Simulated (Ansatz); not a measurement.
Here is the system:

BAs (zinc blende)

```xyz
2
Lattice="0.0000 2.3839 2.3839 2.3839 0.0000 2.3839 2.3839 2.3839 0.0000" Properties=species:S:1:pos:R:3 pbc="T T T"
As     3.5758     3.5758     3.5758
B      0.0000     0.0000     0.0000
```

Equation-of-state scan: isotropic scaling of the cell above, V₀ being its volume. Symmetry pins the atoms to their sites.

Computed with PBEsol (plane waves to 420 eV, PAW, scalar-relativistic; Ansatz, a program for electronic structure). k mesh 12×12×12 (Γ-centred), Fermi-Dirac smearing 0.05 eV. E stands for the smeared free energy. Compression counts positive. BAs was relaxed with its symmetry unable to fall. The PAW data are Ansatz's earlier set. The zero of ΔE is the relaxed starting cell.

The scan covers V/V₀ from 0.840 to 1.160 in 11 points.

Problem. What is the fitted pressure derivative B₀′?

Solution. 4.1.

Problem. What bulk modulus B₀ follows from a third-order Birch-Murnaghan fit?

Solution. 140 GPa.

(A scan under strain: stresses follow from slopes of the energy per volume, elastic moduli from its curvatures.)
